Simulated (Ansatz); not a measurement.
YAl$_{2}$Pd$_{5}$ (I4/mmm)

Method: DFT r2SCAN, scalar-relativistic, plane waves, PAW (Ansatz 0.2.0).

Plane waves to 500 eV, a k mesh through Γ of 12×12×12 on the computed 8-atom cell and Gaussian smearing (0.10 eV); no spin polarisation.

The structure is relaxed at this level of theory with its symmetry kept. Whether it is the stable form of this composition wasn't checked.

Symmetry: I4/mmm, No. 139, tetragonal system. The conventional cell has a = 4.110 Å, b = 4.110 Å, c = 14.874 Å, α = 90.00°, β = 90.00°, γ = 90.00°. Y (site symmetry 4/mmm) is surrounded by 12 Pd at 2.91 to 2.98 Å. Around Al (site symmetry 4mm) lie 8 Pd at 2.55 to 2.61 Å and 4 Al at 2.91 Å. Pd (site symmetry 4/mmm) is surrounded by 4 Y at 2.91 Å and 8 Pd at 2.98 Å. Around Pd (site symmetry 2mm) lie 4 Al at 2.55 to 2.61 Å and 4 Pd at 2.91 Å.

```
Volume per atom                                   : 15.71 Å³
Generalised Kohn–Sham band gap                    : none (metal)
Density of states at the Fermi level              : 1.81 states/eV per cell
Löwdin character within 0.5 eV of the Fermi level : Pd 4d 35 %, Al 3p 30 %, Y 4d 15 %, unprojected 11 %
Bader charges (e)                                 : Y (1 in the cell) 1.75, Al (2 in the cell) 1.95, Pd (1 in the cell) -0.65, Pd (4 in the cell) -1.25
```

Cost: 1 run of about 12 core-minutes, on Arm Neoverse V1 (shared hosts).